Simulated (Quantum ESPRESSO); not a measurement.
# Hf2TiGaO7F: input and log of a self-consistent run

A calculation, not a measurement. The program is pw.x of Quantum ESPRESSO 7.5 (plane-wave density functional theory). The cell is made up: 12 atoms on a rutile lattice, with randomly drawn elements, strain and displacements, not relaxed. PseudoDojo standard norm-conserving files (v0.5 for PBE, v0.4.1 for LDA and PBEsol) set the functional; there is no spin polarisation, spin-orbit coupling or dispersion term, and the masses in the input are unused placeholders.

The hafnium pseudopotential is less sure than the others, with forces about 3 percent (worst 6) and pressure in oxides about 1.5 GPa (worst 2.7) from a second method in checks, which no rerun with the same files tests.

Input:

```
&control calculation='scf', pseudo_dir='./dojo.nc.sr.pbe.v0_5.standard.upf', outdir='./o', disk_io='low', tprnfor=.true., tstress=.true. /
&system ibrav=0, nat=12, ntyp=5, nbnd=55, ecutwfc=84.00895049, nosym=.true., tot_charge=0,
 occupations='smearing', smearing='fd', degauss=0.0018374661
/
&electrons conv_thr=7.350e-09, electron_maxstep=60, /
ATOMIC_SPECIES
F 1.0 F.upf
Ga 1.0 Ga.upf
Hf 1.0 Hf.upf
O 1.0 O.upf
Ti 1.0 Ti.upf
CELL_PARAMETERS angstrom
4.944 -0.0184 -0.0249
-0.0184 4.9212 0.0353
-0.0329 0.0467 6.3798
ATOMIC_POSITIONS angstrom
Hf -0.0244 0.026 -0.0182
Hf 2.4045 2.5094 1.6042
Ti -0.0869 0.0344 3.187
Ga 2.387 2.4808 4.7727
O 1.4649 1.5345 0.0296
O 3.4474 3.3724 0.0276
O 3.991 0.9566 1.5865
O 0.9268 3.9085 1.6956
O 1.4682 1.5311 3.1815
O 3.4113 3.4306 3.1904
F 3.9765 0.976 4.7721
O 0.9148 3.9889 4.7711
K_POINTS automatic
5 5 4 1 1 1
```

The log is shortened where brackets say so; the opening notice, blank lines, dates and the lines on written files are dropped, and the path of the files is cut. It prints rydbergs, bohrs and kilobars, and counts compression as positive stress. With no partly filled state, the Fermi energy that it prints is only some level between the filled and the empty states on the mesh, and need not lie in the true gap.

```
     Program PWSCF v.7.5
     Parallel version (MPI & OpenMP), running on       4 processor cores
     Number of MPI processes:                 4
     Threads/MPI process:                     1
     [start-up lines left out]
     bravais-lattice index     =            0
     lattice parameter (alat)  =       9.3430  a.u.
     unit-cell volume          =    1047.4014 (a.u.)^3
     number of atoms/cell      =           12
     number of atomic types    =            5
     number of electrons       =        98.00
     number of Kohn-Sham states=           55
     kinetic-energy cutoff     =      84.0090  Ry
     charge density cutoff     =     336.0358  Ry
     scf convergence threshold =      7.3E-09
     mixing beta               =       0.7000
     number of iterations used =            8  plain     mixing
     Exchange-correlation= PBE
                           (   1   4   3   4   0   0   0)
     [axes and pseudopotential details left out]
   Cartesian axes
     site n.     atom                  positions (alat units)
         1        Hf     tau(   1) = (  -0.0049352   0.0052588  -0.0036812  )
         2        Hf     tau(   2) = (   0.4863376   0.5075548   0.3244677  )
         3        Ti     tau(   3) = (  -0.0175765   0.0069578   0.6446071  )
         4        Ga     tau(   4) = (   0.4827980   0.5017701   0.9653330  )
         5        O      tau(   5) = (   0.2962927   0.3103701   0.0059869  )
         6        O      tau(   6) = (   0.6972760   0.6821064   0.0055824  )
         7        O      tau(   7) = (   0.8072253   0.1934833   0.3208877  )
         8        O      tau(   8) = (   0.1874559   0.7905387   0.3429544  )
         9        O      tau(   9) = (   0.2969602   0.3096824   0.6434947  )
        10        O      tau(  10) = (   0.6899743   0.6938780   0.6452948  )
        11        F      tau(  11) = (   0.8042925   0.1974071   0.9652117  )
        12        O      tau(  12) = (   0.1850287   0.8068005   0.9650094  )
     number of k points=    50  Fermi-Dirac smearing, width (Ry)=  0.0018
                       cart. coord. in units 2pi/alat
        k(    1) = (   0.1008615   0.1001491   0.0966572), wk =   0.0400000
        k(    2) = (   0.1018322   0.0987629   0.2904126), wk =   0.0400000
     [further k points left out]
     Dense  grid:   108949 G-vectors     FFT dimensions: (  60,  60,  72)
     Estimated max dynamical RAM per process >     342.91 MB
     Estimated total dynamical RAM >       1.26 GB
     Initial potential from superposition of free atoms
     starting charge      97.9920, renormalised to      98.0000
     Starting wfcs are   71 randomized atomic wfcs
     total cpu time spent up to now is        5.6 secs
     per-process dynamical memory:   267.9 Mb
     Self-consistent Calculation
     iteration #  1     ecut=    84.01 Ry     beta= 0.70
     Davidson diagonalization with overlap
     ethr =  1.00E-02,  avg # of iterations =  2.0
     total cpu time spent up to now is       14.5 secs
     total energy              =    -776.86857603 Ry
     estimated scf accuracy    <       4.71019805 Ry
     iteration #  2     ecut=    84.01 Ry     beta= 0.70
     Davidson diagonalization with overlap
     ethr =  4.81E-03,  avg # of iterations =  6.3
     total cpu time spent up to now is       28.2 secs
     total energy              =    -771.78814178 Ry
     estimated scf accuracy    <      54.54953659 Ry
     iteration #  3     ecut=    84.01 Ry     beta= 0.70
     Davidson diagonalization with overlap
     ethr =  4.81E-03,  avg # of iterations =  7.1
     total cpu time spent up to now is       41.1 secs
     total energy              =    -779.04125528 Ry
     estimated scf accuracy    <       3.48346167 Ry
     iteration #  4     ecut=    84.01 Ry     beta= 0.70
     Davidson diagonalization with overlap
     ethr =  3.55E-03,  avg # of iterations =  2.0
     total cpu time spent up to now is       50.7 secs
     total energy              =    -779.39120139 Ry
     estimated scf accuracy    <       0.92143879 Ry
     iteration #  5     ecut=    84.01 Ry     beta= 0.70
     Davidson diagonalization with overlap
     ethr =  9.40E-04,  avg # of iterations =  8.0
     total cpu time spent up to now is       62.2 secs
     total energy              =    -779.33189583 Ry
     estimated scf accuracy    <       0.57655982 Ry
     [iterations 6 to 13 left out]
     iteration # 14     ecut=    84.01 Ry     beta= 0.70
     Davidson diagonalization with overlap
     ethr =  8.79E-09,  avg # of iterations =  2.0
     total cpu time spent up to now is      162.5 secs
     total energy              =    -779.36920234 Ry
     estimated scf accuracy    <       0.00000053 Ry
     iteration # 15     ecut=    84.01 Ry     beta= 0.70
     Davidson diagonalization with overlap
     ethr =  5.38E-10,  avg # of iterations =  4.3
     total cpu time spent up to now is      173.3 secs
     total energy              =    -779.36920237 Ry
     estimated scf accuracy    <       0.00000019 Ry
     iteration # 16     ecut=    84.01 Ry     beta= 0.70
     Davidson diagonalization with overlap
     ethr =  1.92E-10,  avg # of iterations =  3.1
     total cpu time spent up to now is      183.8 secs
     total energy              =    -779.36920241 Ry
     estimated scf accuracy    <       0.00000003 Ry
     iteration # 17     ecut=    84.01 Ry     beta= 0.70
     Davidson diagonalization with overlap
     ethr =  3.31E-11,  avg # of iterations =  2.2
     total cpu time spent up to now is      193.4 secs
     total energy              =    -779.36920241 Ry
     estimated scf accuracy    <          8.9E-09 Ry
     iteration # 18     ecut=    84.01 Ry     beta= 0.70
     Davidson diagonalization with overlap
     ethr =  9.07E-12,  avg # of iterations =  3.2
     total cpu time spent up to now is      203.6 secs
     End of self-consistent calculation
          k = 0.1009 0.1001 0.0967 ( 13643 PWs)   bands (ev):
   -53.8799 -53.0164 -50.2145 -26.5684 -26.3280 -26.2650 -22.8507 -22.5008
   -22.4231 -21.7943 -21.7600 -21.7388 -16.9014  -9.7166  -9.1192  -8.9154
    -8.7558  -8.5929  -8.5048  -8.3397  -6.1993  -6.1803  -6.1565  -6.0750
    -5.9034   0.1563   0.7725   1.7030   2.4043   3.1190   3.5111   3.7685
     3.9813   4.1785   4.3610   4.4059   4.7453   4.9419   5.3623   5.5876
     5.6317   5.8823   5.9735   6.3346   6.4737   6.5213   6.7393   6.8984
     7.4440   9.1501   9.5293   9.8437  10.6154  11.0355  11.4349
     [levels at the other k points left out]
     the Fermi energy is     8.1438 ev
!    total energy              =    -779.36920242 Ry
     estimated scf accuracy    <          4.4E-10 Ry
     smearing contrib. (-TS)   =      -0.00000000 Ry
     internal energy E=F+TS    =    -779.36920242 Ry
     The total energy is F=E-TS. E is the sum of the following terms:
     one-electron contribution =    -268.73153472 Ry
     hartree contribution      =     187.46753102 Ry
     xc contribution           =    -185.63097547 Ry
     ewald contribution        =    -512.47422325 Ry
     convergence has been achieved in  18 iterations
     Forces acting on atoms (cartesian axes, Ry/au):
     atom    1 type  3   force =     0.06453737   -0.07441558    0.08538806
     atom    2 type  3   force =     0.00762964   -0.00898474    0.00895144
     atom    3 type  5   force =     0.07096957   -0.07908310   -0.08061547
     atom    4 type  2   force =    -0.05836592    0.06052629   -0.00172230
     atom    5 type  4   force =     0.00192100   -0.01786690   -0.04461213
     atom    6 type  4   force =     0.00071994    0.01333841   -0.04266142
     atom    7 type  4   force =     0.02304564   -0.03524833    0.03448759
     atom    8 type  4   force =    -0.05783683    0.07608721    0.00455730
     atom    9 type  4   force =    -0.02040388   -0.03381958    0.04486914
     atom   10 type  4   force =     0.03161606    0.03690480    0.04005139
     atom   11 type  1   force =    -0.02117659    0.01525718   -0.03287076
     atom   12 type  4   force =    -0.04265599    0.04730434   -0.01582285
     Total force =     0.268540     Total SCF correction =     0.000052
     Computing stress (Cartesian axis) and pressure
          total   stress  (Ry/bohr**3)                   (kbar)     P=     -129.56
  -0.00086235  -0.00025811   0.00003003         -126.86      -37.97        4.42
  -0.00025811  -0.00086882  -0.00006108          -37.97     -127.81       -8.99
   0.00003003  -0.00006108  -0.00091098            4.42       -8.99     -134.01
     init_run     :      5.28s CPU      5.51s WALL (       1 calls)
     electrons    :    197.28s CPU    198.06s WALL (       1 calls)
     forces       :      2.10s CPU      2.13s WALL (       1 calls)
     stress       :      7.13s CPU      7.34s WALL (       1 calls)
     [timing details left out]
     PWSCF        :   3m31.92s CPU   3m33.26s WALL
     JOB DONE.
```

In other units: free energy -10603.858 eV for the cell, pressure -12.96 GPa, largest force component 2.195 eV/Å. A rerun of this cell at a cutoff of 1437 eV and k mesh 7 x 7 x 6 moved values by no more than 0.004 eV in energy, 0.04 GPa in stress and 0.002 eV/Å in force.